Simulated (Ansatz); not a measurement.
# Ta2O5: a vibration from a frozen displacement

Computed with DFT r2SCAN, scalar-relativistic, plane waves, PAW (Ansatz). Cutoff 500 eV, Γ-centred 6×6×6 k-points, Gaussian smearing of 0.05 eV. Spin–orbit coupling is left out, which matters for the heavy elements here. No spin polarisation. Energies are free energies at this smearing, counted from the undisturbed cell; pressure is positive in compression.

The starting cell (relaxed at this level; it needn't be the usual structure):

```
Ta O
1.0
     3.01406   -2.56465    0.00805
     3.01406    2.56465    0.00805
    -2.74061    0.00000    5.07492
Ta O
2 5
Direct
  0.22831 0.15303 0.29378
  0.84697 0.77169 0.70622
  0.63309 0.21680 0.64782
  0.23643 0.11382 0.95965
  0.27683 0.72317 0.50000
  0.88618 0.76357 0.04035
  0.78320 0.36691 0.35218
```

Atom 5 (O) is moved by x along the Cartesian unit vector (-0.607, -0.625, -0.491); the cell and all other atoms stay fixed. The cell's volume is 78.57 Å³; the moved atoms weigh 15.999 u together and the others 425.892 u.

```
  x (Å)  ΔE (meV/cell) total force on the moved atoms along the move (eV/Å) pressure (GPa)
-0.1000          79.22                                                1.5473         -0.5163
-0.0667          35.82                                                1.0562         -0.4366
-0.0333           9.08                                                0.5408         -0.2677
 0.0000           0.00                                               -0.0004         -0.0039
 0.0167           2.36                                               -0.2837          0.1664
 0.0333           9.47                                               -0.5742          0.3622
 0.0500          21.56                                               -0.8758          0.5868
 0.0667          38.78                                               -1.1876          0.8403
 0.0833          61.14                                               -1.5087          1.1219
 0.1000          89.11                                               -1.8433          1.4363
```

Task: What frequency belongs to this motion?

Result: The force constant is k = −dF/dx = 16.727 eV/Å², from the parabola through x = -0.0333, 0 and 0.0167. In every cell the moved atoms swing against the rest, so the mass is μ = m₁m₂/(m₁ + m₂) = 15.420 u, and ν̃ = 521.5 cm⁻¹ × √(|k|/μ) = 543 cm⁻¹. The pattern needn't be a normal mode: ν̃² is then a weighted mean of the squared nonzero frequencies at the zone centre of this cell, taken without macroscopic field, so it lies between the lowest and the highest of them.

Task: How far does the harmonic law reach?

Result: At x = -0.100 Å, kx²/2 = 83.64 meV against the computed 79.22 meV (-5.3 %): the well is still close to harmonic there.